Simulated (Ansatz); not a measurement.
Ti2SiB2 in space group P-6m2 (No. 187; Ti on 2h, Si on 1a, B on 1b, B on 1f), plane-wave PAW PBEsol (Ansatz code), all energies at zero smearing, with the estimated change up to a 700 eV cutoff added, with one set of potentials and settings (totals compare only within such a set). Cell of 5 atoms (2 Ti, 1 Si, 2 B): -5879.342 eV.

```csv
element,reference phase,E (eV/atom)
Ti,"P6/mmm, 3 atoms in the cell",-2473.9163
Si,"Fd-3m, 2 atoms in the cell",-621.4938
B,"R-3m, 12 atoms in the cell",-152.6704
```

Formation energy per atom, worked out: (-5879.342 − 2×(-2473.9163) − 1×(-621.4938) − 2×(-152.6704))/5 = -0.935 eV/atom (-90 kJ per mol of atoms), at 0 K, without zero-point energy or fitted corrections.

The start of the workflow was typed in or built on a structure type; neither database checked (COD, Materials Project) lists it. Whether it is the stable phase at ambient conditions was not checked. The cell was relaxed with PBEsol under the symmetry of its start; whether a distortion lowers the energy is not shown. No spin polarisation was allowed. The references are the lowest solids computed at this level, not always the standard phases.

Potentials: the earlier of the program's two PAW sets. The files were generated under PBE; for other functionals the program regenerates the frozen cores, and for LDA and PBEsol the local potential too.
